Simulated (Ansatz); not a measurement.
# Step by step: NbSi, relaxation of cell and atoms

Level of theory: DFT, PBE, PAW with Ansatz's default frozen-core files, scalar-relativistic in Ansatz 0.2.0.

Command: `ansatz run input.yaml --threads 1 --pin off --max-ram 2048MiB --backend cpu --events-out ev --progress --plain --runs-dir out` The run took about 4.5 s on 1 thread of a shared machine.

```yaml
crystal:
  lattice:
    - [0.0, 2.5742341955, 2.5742341955]
    - [2.5742341955, 0.0, 2.5742341955]
    - [2.5742341955, 2.5742341955, 0.0]
  atoms:
    - { symbol: Nb, position: [0.0, 0.0, 0.0] }
    - { symbol: Si, position: [0.5, 0.5, 0.5] }
kpoints:
  mp_grid: { grid: [14, 14, 14] }
scf:
  occupations: { method: fermi_dirac, width: 0.05 }
hamiltonian:
  xc: pbe
  pseudopotentials: { kind: paw }
output:
  forces: true
  stress: true
relax:
  f_tol: 0.005
  max_steps: 80
  cell: {}
```

Spin polarisation is left out, and whether a magnetic state lies lower isn't shown here.

The cell is built from the rocksalt type as a first guess.

The cutoff is 420 eV; energies and pressures of the walk include the program's estimate of the Pulay term.

Each frame lists the cell vectors (Å), then Cartesian positions (Å); symmetry keeps all forces zero. Free energies count from the first step, -5188.5520 eV.

The walk took 3 evaluations in all; steps that aren't listed are left out.

Step 1: E = 0.0 meV, P = -0.07 GPa

```
cell 0.0000 2.5742 2.5742 2.5742 0.0000 2.5742 2.5742 2.5742 0.0000
Nb    0.0000    0.0000    0.0000
Si    2.5742    2.5742    2.5742
```

Task: How does the relaxation end?

Result: It converges, with a = 5.147 Å, b = 5.147 Å, c = 5.147 Å, α = 90.00°, β = 90.00°, γ = 90.00° (conventional cell, space group Fm-3m). The last solve (on a basis chosen afresh for the final cell, so its energy is not quite comparable) gives E = 0.0 meV, P = 0.03 GPa:
```
cell 0.0000 2.5737 2.5737 2.5737 0.0000 2.5737 2.5737 2.5737 0.0000
Nb    0.0000    0.0000    0.0000
Si    2.5737    2.5737    2.5737
```
